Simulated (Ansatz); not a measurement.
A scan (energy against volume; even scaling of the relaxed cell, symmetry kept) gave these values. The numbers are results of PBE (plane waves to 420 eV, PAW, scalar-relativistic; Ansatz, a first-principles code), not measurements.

The bulk modulus at fixed cell shape B₀ (third-order Birch-Murnaghan fit) is 26.2 GPa and the pressure derivative B₀′ (fit) is 5.5. The equilibrium volume of the fit is 31.47 Å³/atom.

**Question.** Of these crystals, all scanned alike, which one is it?
A. CdS (wurtzite)
B. Tl (hcp, Mg type)
C. Co₂Si (Co2Si type, space group Pnma)

**Answer.** B, Tl (hcp, Mg type). The others have, for the bulk modulus at fixed cell shape: Co2Si 219 GPa, CdS 53.2 GPa

All were relaxed with their symmetry unable to fall. Relaxed Co2Si ends ferromagnetic. Spin-orbit coupling is left out. The relaxed volume of Tl is well above the measured one; the method has no dispersion term. Other magnetic orders were not checked, so this need not be the ground state. (This holds for the magnetic or f-shell members.) With the shape held, the modulus is that of even scaling; a crystal free to change shape is softer.

(Under strain, the slope of the energy per volume gives the stress and its curvature an elastic modulus.)
